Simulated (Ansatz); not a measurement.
InSb:
```xyz
2
Lattice="4.0987 0.0000 0.0000 -2.0493 3.5496 0.0000 0.0000 0.0000 3.8537" Properties=species:S:1:pos:R:3 pbc="T T T"
In     0.0000     0.0000     0.0000
Sb     2.0493     1.1832     1.9269
```

Relaxed with PBEsol.

Q: Decompose the optical modes at the zone centre into irreducible representations, and say which are infrared and Raman allowed.

A: Point group -6m2: Γ_opt = A2'' + E'. Infrared: A2'', E'. Raman: E'.

Q: Assign frequencies (DFPT, DFT-PBEsol in the program Ansatz with PAW potentials).

A: A2'' 106, E' 112 cm⁻¹.

Space group P-6m2. The cell is a constructed one: a structure type filled with these elements; neither database checked (COD, Materials Project) lists it. It is not the phase usual at ambient conditions (space group No. 216). The cell keeps a stress of up to 0.2 GPa. The PBEsol relaxation kept the symmetry of its start; of distortions, only those at the zone centre were tested. As this level gives no gap, phonon frequencies hold no LO–TO term and depend on the k-mesh and smearing (Fermi–Dirac, 0.1 eV here). Spin–orbit coupling is left out wherever it is not named.

Potentials: the later of the program's two PAW sets.
